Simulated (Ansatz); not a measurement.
Input, command and steps of an Ansatz relaxation.

```yaml
crystal:
  lattice:
    - [3.5939039314, 0.0, 0.0]
    - [0.0, 3.5939039314, 0.0]
    - [0.0, 0.0, 3.5939039314]
  atoms:
    - { symbol: Re, position: [0.0, 0.0, 0.0] }
    - { symbol: Pb, position: [0.5, 0.5, 0.5] }
basis:
  ecutwfc: 420
kpoints:
  mp_grid: { grid: [6, 6, 6] }
hamiltonian:
  xc: pbe
scf:
  occupations: { method: gaussian, width: 0.1 }
  lower_state_search: "off"
output:
  forces: true
  stress: true
  eigenvalues: true
relax:
  adjacent_minimum: "off"
  f_tol: 0.04
  max_steps: 70
  cell: { stress_tol: 0.4 }
```

```bash
ansatz run input.yaml --threads 1 --pin off --max-ram 2560MiB --backend cpu --events-out ev --progress --plain --runs-dir out
```

Level of theory: Ansatz, DFT PBE, scalar-relativistic, plane waves, PAW.

Of 5 frames 5 are shown, positions in Å and forces in eV/Å; the SCF threshold varies from step to step. Steps run on the plane waves of an earlier cell, with a Pulay correction in the pressure. The basis is chosen afresh for the last frame, the zero of the energies, and at times for earlier ones too; energy and pressure step there, also at an unchanged geometry.

```xyz
2
Lattice="3.5939 0.0000 0.0000 0.0000 3.5939 0.0000 0.0000 0.0000 3.5939" Properties=species:S:1:pos:R:3:forces:R:3 pbc="T T T" step=1 free_energy_over_end_meV_per_atom=285.82 pressure_GPa=-18.42
Re    0.0000    0.0000    0.0000    0.0000    0.0000    0.0000
Pb    1.7970    1.7970    1.7970    0.0000    0.0000    0.0000
2
Lattice="3.4187 0.0000 0.0000 0.0000 3.4187 0.0000 0.0000 0.0000 3.4187" Properties=species:S:1:pos:R:3:forces:R:3 pbc="T T T" step=2 free_energy_over_end_meV_per_atom=15.01 pressure_GPa=-5.97
Re    0.0000    0.0000    0.0000    0.0000    0.0000    0.0000
Pb    1.7094    1.7094    1.7094    0.0000    0.0000    0.0000
2
Lattice="3.3461 0.0000 0.0000 0.0000 3.3461 0.0000 0.0000 0.0000 3.3461" Properties=species:S:1:pos:R:3:forces:R:3 pbc="T T T" step=3 free_energy_over_end_meV_per_atom=3.68 pressure_GPa=3.82
Re    0.0000    0.0000    0.0000    0.0000    0.0000    0.0000
Pb    1.6730    1.6730    1.6730    0.0000    0.0000    0.0000
2
Lattice="3.3737 0.0000 0.0000 0.0000 3.3737 0.0000 0.0000 0.0000 3.3737" Properties=species:S:1:pos:R:3:forces:R:3 pbc="T T T" step=4 free_energy_over_end_meV_per_atom=-1.11 pressure_GPa=-0.31
Re    0.0000    0.0000    0.0000    0.0000    0.0000    0.0000
Pb    1.6868    1.6868    1.6868    0.0000    0.0000    0.0000
2
Lattice="3.3737 0.0000 0.0000 0.0000 3.3737 0.0000 0.0000 0.0000 3.3737" Properties=species:S:1:pos:R:3:forces:R:3 pbc="T T T" step=5 free_energy_over_end_meV_per_atom=0.00 pressure_GPa=-0.34
Re    0.0000    0.0000    0.0000    0.0000    0.0000    0.0000
Pb    1.6868    1.6868    1.6868    0.0000    0.0000    0.0000
```

The start puts this composition into another compound's structure type, which needn't suit it. At the end the space group is Pm-3m (tolerance 0.05 Å).

The run took 8.6 s on 1 thread of Arm Neoverse V1, with other jobs on the host, peak memory 0.31 GiB.

The k mesh is coarse. Spin–orbit coupling is left out, which can shift energies with elements as heavy as these.